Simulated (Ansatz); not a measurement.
Consider the following.

CrGe:
```yaml
crystal:
  lattice:
    - [-1.64173, 1.64173, 5.24067]
    - [1.64173, -1.64173, 5.24067]
    - [1.64173, 1.64173, -5.24067]
  atoms:
    - { symbol: Cr, position: [0.99490, 0.99490, 0.00000] }
    - { symbol: Cr, position: [0.74490, 0.24490, 0.50000] }
    - { symbol: Ge, position: [0.42110, 0.42110, 0.00000] }
    - { symbol: Ge, position: [0.17110, 0.67110, 0.50000] }
```

This is the PBE-relaxed structure.

**Question.** All from PBE (plane waves, PAW; program Ansatz), unless another level is named. Estimate the electronic character.

**Answer.** metallic (no gap).

**Question.** And the formation energy from the elements (no fitted shifts)?

**Answer.** 0.17 eV/atom.

**Question.** Next, the density of states at the Fermi level?

**Answer.** 0.27 states/eV per atom (mean over ±0.08 eV).

Space group I4_1md. A made-up cell: these elements were put on the sites of a structure type; neither database checked (COD, Materials Project) lists it. Whether it is the stable phase at ambient conditions was not checked. Symmetry was held in the PBE relaxation; its stability against distortions is not shown here. The workflow began spin-polarised and lost its moments. The references are the lowest solids computed at this level, not always the standard phases. Spin–orbit coupling is left out wherever it is not named.

Potentials: the later of the program's two PAW sets.
